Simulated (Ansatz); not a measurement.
## Hf: energy along a strain

Hf, Im-3m, a = 3.610 Å (as given, not relaxed at this level: -9.0 GPa). This isn't the element's structure at ambient conditions. Ansatz: PBEsol, PAW, 420 eV, Γ-centred 18×18×18 mesh on 1 atom, Gaussian smearing 0.15 eV; no spin polarisation. Cell vectors (Å): -1.805 1.805 1.805; 1.805 -1.805 1.805; 1.805 1.805 -1.805. The cell is strained by x per cent times the pattern (1 0 0 0 0 0) in the order xx yy zz yz xz xy (engineering shears), with fractional coordinates held. y is the free energy over the start, V0 = 23.523 Å³/atom.

| x (%) | y (meV/atom) |
| --- | --- |
| -6.00 | -66.15 |
| -4.50 | -52.22 |
| -3.00 | -36.47 |
| -1.50 | -19.05 |
| 0.00 | 0.00 |
| 1.50 | 20.56 |
| 3.00 | 42.41 |
| 4.50 | 65.34 |
| 5.25 | 77.17 |
| 6.00 | ? |

Fit y = c1 x + c2 x² + c3 x³ to the other rows, get the stiffness along the pattern, and predict the missing energy.

Least squares on the rows shown. y = 13.206 x + 0.32259 x² − 0.0069917 x³. The clamped-ion stiffness p·C·p = 2 × 3.226 eV × 160.2 / 23.523 Å³ = 44 GPa, which is C11 in these axes (second derivative at the start, which stands under stress). At x = 6.00 the fit asked for gives 89.34 meV/atom. The run gave 89.21 meV/atom, so the fit is 0.13 meV/atom too high, a small miss on the scale of the series.

Spin–orbit coupling is left out, which can shift energies with elements as heavy as these.